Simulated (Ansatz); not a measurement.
Mg$_{2}$Sn in space group Fddd (No. 70; Mg on 16f, Sn on 8a), plane-wave PAW PBE (Ansatz code), all energies at zero smearing, with the estimated change up to a 700 eV cutoff added, with one set of potentials and settings (totals compare only within such a set). Cell of 6 atoms (4 Mg, 2 Sn): -19744.284 eV.

```csv
element,reference phase,E (eV/atom)
Mg,"P6_3/mmc, 2 atoms in the cell",-1923.8026
Sn,"Fd-3m, 2 atoms in the cell",-6024.2128
```

Formation energy per atom, worked out: (-19744.284 − 4×(-1923.8026) − 2×(-6024.2128))/6 = -0.108 eV/atom (-10 kJ per mol of atoms), at 0 K, without zero-point energy or fitted corrections.

The first step of the workflow began from a Materials Project structure, measured or hypothetical; the Crystallography Open Database copy checked does not list it. COD files the formula under space group No. 225, 227, so this cell is another polymorph or a model. With Mg and Sn taken as one species the cell has the higher symmetry Fddd, so it may be an ordered model of a mixed-site phase. Its standing as an ambient phase is unchecked. The PBE relaxation kept the symmetry of its start; of distortions, only those at the zone centre were tested. The references are the lowest solids computed at this level, not always the standard phases. Spin–orbit coupling is left out wherever it is not named.

Potentials: the later of the program's two PAW sets.
